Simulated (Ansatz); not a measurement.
Notes on CoSn2

```
Sn Co
1.0
    -4.78126    0.00000    2.68609
     0.00000    0.00000    5.37218
     0.00000    9.07535    2.68609
Sn Co
8 4
Direct
  0.75000 0.53690 0.42620
  0.75000 0.71310 0.07380
  0.25000 0.46310 0.57380
  0.25000 0.28690 0.92620
  0.07020 0.96490 0.25000
  0.42980 0.28510 0.25000
  0.92980 0.03510 0.75000
  0.57020 0.71490 0.75000
  0.75000 0.25290 0.99420
  0.75000 0.99710 0.50580
  0.25000 0.74710 0.00580
  0.25000 0.00290 0.49420
```

Method: r2SCAN, no spin polarisation; PAW, plane waves to 500 eV, 6×6×6 Γ-centred mesh, fermi-dirac occupations (width 0.0187 eV) (Ansatz 0.2.0), atoms fixed.

(1) What does the stress say?

(2) Metal or insulator?

(3) What is the formation energy?

(4) What do density and ELF say about some of the short contacts?

(5) Which atom feels the largest force, and which way?

(6) How is the charge shared?

Origin: a known structure type with other elements, at an estimated volume, so it need not be a known compound. Caveats: no spin polarisation, so a magnetic state may lie lower.

Results:

(1) The pressure is -6.0 GPa (compression positive), so with the atoms held at these fractions the cell would first shrink. The principal stresses -9.0, -6.2, -2.8 GPa differ, so its shape would change too.

(2) It is a metal, with about 7.4 states/eV a cell as the mean within 0.25 eV of the Fermi level, mostly Co d (59 %) and Sn p (25 %).

(3) 0.19 eV an atom against the elements' usual phases (free molecules for gases, crystals otherwise, with no correction for O₂ or N₂), so at this geometry it isn't bound against them. Relaxing would lower it.

(4) Sn–Co at 2.73 Å: least valence density 0.29 e/Å³ and ELF 0.36 there. Co–Co at 2.74 Å: least valence density 0.24 e/Å³ and ELF 0.35 there. Sn–Sn at 3.05 Å: least valence density 0.23 e/Å³ and ELF 0.42 there. Both are smooth PAW fields, read partly inside the augmentation spheres.

(5) The largest is on Sn1 (and as large on other atoms): 0.44 eV/Å, components (0.00, -0.44, 0.00). It makes 105° with the line to a nearest neighbour, Co10 at 2.78 Å.

(6) Bader charges in e: Co -0.30, Sn +0.15. In the mean Sn gives up most and Co takes most, against the order of Pauling's electronegativities.
